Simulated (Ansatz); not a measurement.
Geometry optimisation in Ansatz: input, command and trajectory.

```yaml
crystal:
  lattice:
    - [-3.4612022787, 3.4612022787, 3.4612022787]
    - [3.4612022787, -3.4612022787, 3.4612022787]
    - [3.4612022787, 3.4612022787, -3.4612022787]
  atoms:
    - { symbol: Si, position: [0.0022185276, 0.5031030775, 0.5000216698] }
    - { symbol: Si, position: [0.4972201103, 0.0013582842, 0.5040533852] }
    - { symbol: Si, position: [0.4961482222, 0.4957031088, 0.9972303147] }
    - { symbol: Si, position: [0.9958735299, 0.9984004577, 0.9951561422] }
    - { symbol: Ni, position: [0.5016855668, 0.2495374938, 0.2486443087] }
    - { symbol: Ni, position: [0.9929849533, 0.7475165147, 0.2451061616] }
    - { symbol: Ni, position: [0.7503403156, 0.4990221089, 0.7512060122] }
    - { symbol: Ni, position: [0.2442525265, 0.9956698526, 0.7425871414] }
    - { symbol: Ni, position: [0.252205955, 0.5012821171, 0.2540067508] }
    - { symbol: Ni, position: [0.7416626697, 0.9943874302, 0.2462588004] }
    - { symbol: Ni, position: [0.74651271, 0.7472679218, 0.4982893441] }
    - { symbol: Ni, position: [0.2507344418, 0.2541146368, 0.496443623] }
    - { symbol: Ni, position: [0.2625795397, 0.7534291935, 0.9963643629] }
    - { symbol: Ni, position: [0.7524015644, 0.2488871995, 0.9990339648] }
  symmetry: { detect: false }
basis:
  ecutwfc: 420
kpoints:
  mp_grid: { grid: [3, 3, 3], shift: [0.0, 0.0, 0.0] }
hamiltonian:
  xc: pbesol
scf:
  occupations: { method: gaussian, width: 0.1 }
  lower_state_search: "off"
output:
  forces: true
  stress: true
  eigenvalues: true
relax:
  adjacent_minimum: "off"
  f_tol: 0.04
  max_steps: 50
  cell: { stress_tol: 0.3 }
```

```bash
ansatz run input.yaml --threads 4 --pin off --max-ram 9216MiB --backend cpu --events-out ev --progress --plain --runs-dir out
```

Computed with Ansatz 0.2.0, DFT PBEsol, scalar-relativistic, plane waves, PAW.

Of 8 frames 8 are shown, positions in Å and forces in eV/Å; the SCF threshold varies from step to step. Steps run on the plane waves of an earlier cell, with a Pulay correction in the pressure. The basis is chosen afresh for the last frame, the zero of the energies, and at times for earlier ones too; energy and pressure can step there, also at an unchanged geometry. Where two frames share a geometry here, they differ by under 2 meV/atom and 0.3 GPa. Spin polarisation was left out; whether the Ni atoms would carry moments isn't shown by this run.

```xyz
14
Lattice="-3.4612 3.4612 3.4612 3.4612 -3.4612 3.4612 3.4612 3.4612 -3.4612" Properties=species:S:1:pos:R:3:forces:R:3 pbc="T T T" step=1 free_energy_over_end_meV_per_atom=94.23 pressure_GPa=-7.77
Si    3.4643   -0.0030    0.0183   -0.0534    0.1877   -0.1813
Si    0.0284    3.4609   -0.0190   -0.1949    0.1278    0.0684
Si    3.4501    3.4532   -0.0186   -0.0432   -0.2007    0.0183
Si    3.4532    3.4357    3.4581   -0.0060   -0.0540   -0.0151
Ni   -0.0121    1.7333    1.7395    0.0419   -0.1197   -0.0339
Ni   -0.0013    1.6980    5.1759   -0.1281    0.1052    0.3407
Ni    1.7302    3.4699    1.7242   -0.1355   -0.0261    0.1929
Ni    5.1711   -0.0306    1.7214    0.1898    0.1360    0.2050
Ni    1.7413    0.0171    1.7288    0.0094   -0.3646    0.1767
Ni    1.7271   -0.0224    5.1565    0.0358    0.4116    0.4758
Ni    1.7273    1.7221    3.4456    0.8484    0.0748    0.0658
Ni    1.7300    1.7066    0.0291    0.7384    0.0731   -0.3476
Ni    5.1475    1.7497    0.0680   -0.5495   -0.3026   -0.7923
Ni    1.7151    5.2006    0.0078   -0.7533   -0.0484   -0.1732
14
Lattice="-3.3981 3.4471 3.4508 3.3986 -3.4481 3.4522 3.3971 3.4470 -3.4518" Properties=species:S:1:pos:R:3:forces:R:3 pbc="T T T" step=2 free_energy_over_end_meV_per_atom=69.40 pressure_GPa=-3.88
Si    3.3992   -0.0165    0.0129   -0.0488    0.0738   -0.1404
Si    0.0189    3.4342   -0.0140   -0.1663    0.0262    0.0610
Si    3.3870    3.4499   -0.0130   -0.0324   -0.0882    0.0176
Si    3.3911    3.4366    3.4476   -0.0099    0.0335    0.0020
Ni   -0.0102    1.7206    1.7316    0.0268   -0.0927   -0.0410
Ni   -0.0043    1.6963    5.1687   -0.0745    0.0884    0.2152
Ni    1.6925    3.4519    1.7224   -0.1048   -0.0214    0.1218
Ni    5.0817   -0.0237    1.7213    0.1276    0.0958    0.1336
Ni    1.7077    0.0054    1.7264   -0.0118   -0.2153    0.1181
Ni    1.6974   -0.0145    5.1531    0.0478    0.2481    0.3226
Ni    1.7396    1.7165    3.4414    0.7545    0.0356    0.0290
Ni    1.7408    1.7033    0.0202    0.6958    0.0642   -0.2253
Ni    5.0180    1.7341    0.0445   -0.5294   -0.2084   -0.5035
Ni    1.6409    5.1755    0.0028   -0.6747   -0.0396   -0.1106
14
Lattice="-3.2320 3.4799 3.4415 3.2333 -3.4824 3.4453 3.2294 3.4798 -3.4440" Properties=species:S:1:pos:R:3:forces:R:3 pbc="T T T" step=3 free_energy_over_end_meV_per_atom=30.15 pressure_GPa=3.41
Si    3.2273   -0.0774   -0.0048   -0.0141   -0.2870    0.0968
Si   -0.0059    3.4051   -0.0003    0.0059   -0.2646   -0.0079
Si    3.2212    3.5372   -0.0005    0.0367    0.2936    0.0366
Si    3.2269    3.5396    3.4403   -0.0055    0.2411    0.0167
Ni   -0.0055    1.7230    1.7195    0.0210    0.0421   -0.0125
Ni   -0.0082    1.7267    5.1704    0.0723   -0.0104   -0.0612
Ni    1.5963    3.4773    1.7248    0.0266   -0.0147   -0.0725
Ni    4.8433   -0.0089    1.7264   -0.0788   -0.0594   -0.0528
Ni    1.6198   -0.0164    1.7268   -0.0695    0.1151   -0.0540
Ni    1.6198   -0.0006    5.1660    0.0152   -0.0636   -0.0439
Ni    1.7848    1.7344    3.4427    0.5379   -0.0108   -0.0049
Ni    1.7862    1.7307    0.0024    0.5454    0.0194    0.0373
Ni    4.6618    1.7328   -0.0008   -0.5423   -0.0001    0.0901
Ni    1.4347    5.2154   -0.0061   -0.5508   -0.0006    0.0323
14
Lattice="-3.2060 3.4807 3.4913 3.2065 -3.4819 3.4929 3.2053 3.4812 -3.4925" Properties=species:S:1:pos:R:3:forces:R:3 pbc="T T T" step=4 free_energy_over_end_meV_per_atom=15.29 pressure_GPa=1.38
Si    3.2013   -0.1556    0.0043   -0.0058    0.0280    0.0706
Si   -0.0045    3.3260   -0.0065   -0.0029    0.0389   -0.0308
Si    3.1985    3.6193    0.0058    0.0135   -0.0244    0.0451
Si    3.2011    3.6202    3.4844   -0.0020   -0.0451   -0.0204
Ni   -0.0054    1.7276    1.7458    0.0120    0.0229   -0.0067
Ni   -0.0062    1.7287    5.2399    0.0257    0.0047   -0.0203
Ni    1.5750    3.4901    1.7475   -0.0004    0.0018   -0.0218
Ni    4.8161   -0.0202    1.7481   -0.0187   -0.0358   -0.0174
Ni    1.5898   -0.0226    1.7486   -0.0389    0.0262   -0.0183
Ni    1.6185    0.0088    5.2378    0.0143   -0.0070   -0.0033
Ni    1.8503    1.7345    3.4798    0.2557   -0.0040   -0.0009
Ni    1.8509    1.7329    0.0138    0.2497    0.0070    0.0072
Ni    4.5483    1.7349    0.0139   -0.2440   -0.0098    0.0115
Ni    1.3450    5.2165   -0.0138   -0.2583   -0.0034    0.0055
14
Lattice="-3.1314 3.6308 3.4472 3.1315 -3.6304 3.4469 3.1323 3.6312 -3.4468" Properties=species:S:1:pos:R:3:forces:R:3 pbc="T T T" step=5 free_energy_over_end_meV_per_atom=4.40 pressure_GPa=-1.64
Si    3.1261   -0.1831    0.1052    0.0012    0.1128   -0.0205
Si   -0.0025    3.4448   -0.1022   -0.0166    0.0951   -0.0354
Si    3.1279    3.8026    0.1017   -0.0179   -0.1124    0.0185
Si    3.1271    3.8015    3.3464   -0.0001   -0.0773   -0.0553
Ni   -0.0048    1.8104    1.7248   -0.0036   -0.0222    0.0108
Ni   -0.0029    1.8083    5.1650   -0.0301   -0.0005    0.0687
Ni    1.4044    3.7452    1.7242   -0.1215    0.0709    0.0315
Ni    4.8512   -0.1297    1.7221    0.1400   -0.0403    0.0264
Ni    1.3958   -0.1266    1.7230   -0.0541   -0.1127    0.0264
Ni    1.7222    0.1113    5.1686    0.0860    0.1088    0.0417
Ni    1.8546    1.8068    3.3399    0.0641    0.0060    0.0132
Ni    1.8534    1.8084    0.1083    0.0524   -0.0044   -0.0374
Ni    4.3993    1.8110    0.1143   -0.0470   -0.0214   -0.0763
Ni    1.2684    5.4391   -0.1025   -0.0527   -0.0027   -0.0121
14
Lattice="-3.1458 3.5549 3.4696 3.1457 -3.5548 3.4694 3.1453 3.5543 -3.4695" Properties=species:S:1:pos:R:3:forces:R:3 pbc="T T T" step=6 free_energy_over_end_meV_per_atom=0.05 pressure_GPa=-0.25
Si    3.1405   -0.1650    0.1370   -0.0010   -0.0280   -0.0349
Si   -0.0050    3.3899   -0.1364   -0.0011   -0.0297    0.0387
Si    3.1398    3.7047    0.1369    0.0016    0.0279   -0.0339
Si    3.1400    3.7048    3.3332    0.0014    0.0274    0.0385
Ni   -0.0052    1.7701    1.7356   -0.0013   -0.0002   -0.0011
Ni   -0.0052    1.7700    5.2047   -0.0004    0.0019   -0.0013
Ni    1.3341    3.7519    1.7356    0.0216   -0.0401   -0.0025
Ni    4.9465   -0.2122    1.7350   -0.0219    0.0397   -0.0007
Ni    1.3350   -0.2115    1.7354    0.0184    0.0378   -0.0017
Ni    1.8003    0.1969    5.2046   -0.0183   -0.0390   -0.0002
Ni    1.8622    1.7697    3.2893   -0.0073    0.0018   -0.0062
Ni    1.8613    1.7697    0.1810   -0.0030    0.0011    0.0071
Ni    4.4187    1.7700    0.1815    0.0050   -0.0006    0.0057
Ni    1.2731    5.3247   -0.1798    0.0060    0.0001   -0.0076
14
Lattice="-3.1404 3.5650 3.4647 3.1404 -3.5650 3.4647 3.1404 3.5650 -3.4647" Properties=species:S:1:pos:R:3:forces:R:3 pbc="T T T" step=7 free_energy_over_end_meV_per_atom=-0.21 pressure_GPa=-0.08
Si    3.1353   -0.1682    0.1304    0.0001   -0.0097   -0.0005
Si   -0.0051    3.3968   -0.1294    0.0001   -0.0096    0.0010
Si    3.1353    3.7187    0.1303    0.0000    0.0094   -0.0005
Si    3.1353    3.7187    3.3354    0.0000    0.0095    0.0007
Ni   -0.0051    1.7752    1.7330    0.0003    0.0000   -0.0003
Ni   -0.0051    1.7752    5.1976    0.0001    0.0001    0.0000
Ni    1.3442    3.7464    1.7329    0.0062   -0.0078    0.0001
Ni    4.9264   -0.1959    1.7328   -0.0064    0.0076    0.0001
Ni    1.3442   -0.1959    1.7329    0.0065    0.0078    0.0001
Ni    1.7860    0.1814    5.1976   -0.0067   -0.0076   -0.0001
Ni    1.8594    1.7752    3.2984   -0.0008    0.0002   -0.0018
Ni    1.8592    1.7753    0.1673   -0.0002    0.0000    0.0019
Ni    4.4113    1.7753    0.1674    0.0005   -0.0001    0.0016
Ni    1.2709    5.3402   -0.1663    0.0002    0.0001   -0.0021
14
Lattice="-3.1404 3.5650 3.4647 3.1404 -3.5650 3.4647 3.1404 3.5650 -3.4647" Properties=species:S:1:pos:R:3:forces:R:3 pbc="T T T" step=8 free_energy_over_end_meV_per_atom=0.00 pressure_GPa=-0.06
Si    3.1353   -0.1682    0.1304    0.0001   -0.0096   -0.0004
Si   -0.0051    3.3968   -0.1294    0.0001   -0.0095    0.0009
Si    3.1353    3.7187    0.1303    0.0000    0.0093   -0.0004
Si    3.1353    3.7187    3.3354    0.0000    0.0094    0.0006
Ni   -0.0051    1.7752    1.7330    0.0003    0.0000   -0.0003
Ni   -0.0051    1.7752    5.1976    0.0001    0.0001    0.0000
Ni    1.3442    3.7464    1.7329    0.0061   -0.0079    0.0001
Ni    4.9264   -0.1959    1.7328   -0.0063    0.0077    0.0001
Ni    1.3442   -0.1959    1.7329    0.0064    0.0079    0.0001
Ni    1.7860    0.1814    5.1976   -0.0066   -0.0077   -0.0001
Ni    1.8594    1.7752    3.2984   -0.0007    0.0002   -0.0017
Ni    1.8592    1.7753    0.1673    0.0000    0.0000    0.0017
Ni    4.4113    1.7753    0.1674    0.0004   -0.0001    0.0014
Ni    1.2709    5.3402   -0.1663    0.0001    0.0001   -0.0019
```

The run took 73 s on 4 threads of Intel(R) Xeon(R) Platinum 8375C CPU @ 2.90GHz (Ice Lake), with other jobs on the host, peak memory 0.87 GiB.

The k mesh is coarse.